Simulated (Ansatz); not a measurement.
Al2O3: stable or not

It was relaxed at this level from a cell as deposited in COD.

All numbers below come from Ansatz 0.2.0, DFT PBE, scalar-relativistic, plane waves, PAW. Cutoff 420 eV, Γ-centred 6×6×6 mesh (10-atom cell), Gaussian smearing of 0.02 eV, no spin polarisation.

```cif
data_structure
_symmetry_space_group_name_H-M 'R-3c:H'
_symmetry_Int_Tables_number 167
_cell_length_a 4.8089
_cell_length_b 4.8089
_cell_length_c 13.1240
_cell_angle_alpha 90.000
_cell_angle_beta 90.000
_cell_angle_gamma 120.000
_cell_volume 262.84
loop_
_atom_site_label
_atom_site_type_symbol
_atom_site_symmetry_multiplicity
_atom_site_Wyckoff_symbol
_atom_site_fract_x
_atom_site_fract_y
_atom_site_fract_z
_atom_site_occupancy
Al1 Al 12 c 0.00000 0.00000 0.35215 1
O1 O 18 e 0.30617 0.00000 0.25000 1
```

Formation energies are uncorrected and refer to the elements' standard structures at the same level (O₂ as a molecule).

**Question.** These tests were run: energy against the elements; phonons on a 2×2×2 q mesh. What do they show?

**Answer.**

```json
{"test": "energy against the elements", "result": "−2.978 eV/atom"}
{"test": "phonons on a 2×2×2 q mesh", "result": "no imaginary mode on the mesh"}
```

It fails none of these tests. Competing phases weren't compared here.

The run for the phonons used a 6×6×6 k mesh.
